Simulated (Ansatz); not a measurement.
# What settings do to one calculation: chalcopyrite alloy of ZnSiP2 and CdSiP2 (6 of 8 Zn sites exchanged), 32 atoms with displaced atoms

Ansatz (PAW, plane waves), atoms fixed. The base input:

```yaml
crystal:
  lattice:
    - [11.143248, -0.000059, -0.000024]
    - [-0.000030, 5.571624, -0.000012]
    - [-0.000022, -0.000022, 10.486767]
  atoms:
    - { symbol: Cd, position: [0.996830, 0.990618, 0.999447] }
    - { symbol: Cd, position: [0.998770, 0.502182, 0.249192] }
    - { symbol: Cd, position: [0.503003, 0.499362, 0.251402] }
    - { symbol: Cd, position: [0.252384, 0.998492, 0.750102] }
    - { symbol: Cd, position: [0.247782, 0.497179, 0.497674] }
    - { symbol: Cd, position: [0.751092, 0.497563, 0.501320] }
    - { symbol: Zn, position: [0.499864, 0.000062, 0.001358] }
    - { symbol: Zn, position: [0.750552, 0.000956, 0.750910] }
    - { symbol: Si, position: [0.002469, 0.004653, 0.500960] }
    - { symbol: Si, position: [0.497121, 0.006928, 0.500388] }
    - { symbol: Si, position: [0.249838, 0.000995, 0.249998] }
    - { symbol: Si, position: [0.751761, 0.006790, 0.250493] }
    - { symbol: Si, position: [0.246377, 0.498265, 0.998600] }
    - { symbol: Si, position: [0.751491, 0.492746, 0.004368] }
    - { symbol: Si, position: [0.999503, 0.508862, 0.751502] }
    - { symbol: Si, position: [0.498323, 0.501541, 0.750200] }
    - { symbol: P, position: [0.139637, 0.247011, 0.124410] }
    - { symbol: P, position: [0.643781, 0.249563, 0.122806] }
    - { symbol: P, position: [0.107256, 0.252206, 0.623419] }
    - { symbol: P, position: [0.604109, 0.248790, 0.626398] }
    - { symbol: P, position: [0.357716, 0.753358, 0.123772] }
    - { symbol: P, position: [0.855215, 0.747953, 0.127268] }
    - { symbol: P, position: [0.376391, 0.211145, 0.373174] }
    - { symbol: P, position: [0.874023, 0.208726, 0.372678] }
    - { symbol: P, position: [0.125204, 0.791091, 0.375541] }
    - { symbol: P, position: [0.624501, 0.787564, 0.377503] }
    - { symbol: P, position: [0.126213, 0.714307, 0.874190] }
    - { symbol: P, position: [0.623406, 0.721279, 0.873926] }
    - { symbol: P, position: [0.390119, 0.743480, 0.626483] }
    - { symbol: P, position: [0.893156, 0.748490, 0.623322] }
    - { symbol: P, position: [0.377333, 0.287697, 0.874312] }
    - { symbol: P, position: [0.877049, 0.283027, 0.875689] }
  symmetry: { detect: false }
kpoints:
  mp_grid: { grid: [1, 1, 1], shift: [0.25, 0.25, 0.25] }
hamiltonian:
  xc: pbesol
scf:
  occupations: { method: fermi_dirac, width: 0.01 }
output:
  forces: true
  eigenvalues: true
  stress: true
  populations: true
  eigenstates: { kpoints: [[0.25, 0.25, 0.25]], e_range: [-6.0, 6.0], localisation: true }
```

Command:

```sh
ansatz run in.yaml --threads 2 --pin off --max-ram 20900MiB --runs-dir r --events-out ev --progress --plain
```

It converged in 9 iterations and 19 s of wall time on 2 threads of an EPYC 7R13 processor, on a host shared with other runs; peak host memory 1.2 GiB; largest force component 0.92 eV/Å, pressure 0.46 GPa. The cutoff was the default, 420 eV. The base isn't a converged reference: it has few k points, and its atoms are unrelaxed. Each run below changes the keys shown and caps the iterations.

| run | changed | ending | iterations | free energy less the base (meV per atom) | rms change of forces (eV/Å) | change of pressure (GPa) | wall time (s, shared host) |
| --- | --- | --- | --- | --- | --- | --- | --- |
| 1 | n_extra_bands 4, max_iter 100 | converged | 9 | 0.0 | 0.000 | 0.00 | 6.9 CPU |
| 2 | max_iter 100, total_charge 2 | converged | 11 | other zero | 0.146 | 0.63 | 8.1 CPU |
| 3 | dispersion d4, max_iter 100 | converged | 9 | other zero | 0.005 | -1.53 | 7.5 CPU |
| 4 | accuracy high, max_iter 90 | converged | 11 | 0.0 | 0.000 | 0.00 | 9.3 CPU |
| 5 | mixing algorithm anderson, initial_magnetization 8, max_iter 50 | converged | 16 | 0.0 | 0.000 | 0.00 | 22 CPU |
| 6 | mixing algorithm broyden, initial_magnetization 1, max_iter 60, k points a 1×1×2 mesh centred on Γ | converged | 16 | -23.9 | 0.121 | -0.31 | 5.4 GPU |

«Other zero»: another functional, charge or dispersion term moves the zero of energy, so the difference says nothing of accuracy.

Problem. Which changes leave the result alone, and which of the same physical model moves the forces most?

Solution. The forces move by under 0.002 eV/Å in runs 1, 4, 5. Run 6 (mixing algorithm broyden, initial_magnetization 1, max_iter 60, k points a 1×1×2 mesh centred on Γ) moves them most among the runs with the same functional, charge and dispersion term, by 0.121 eV/Å.
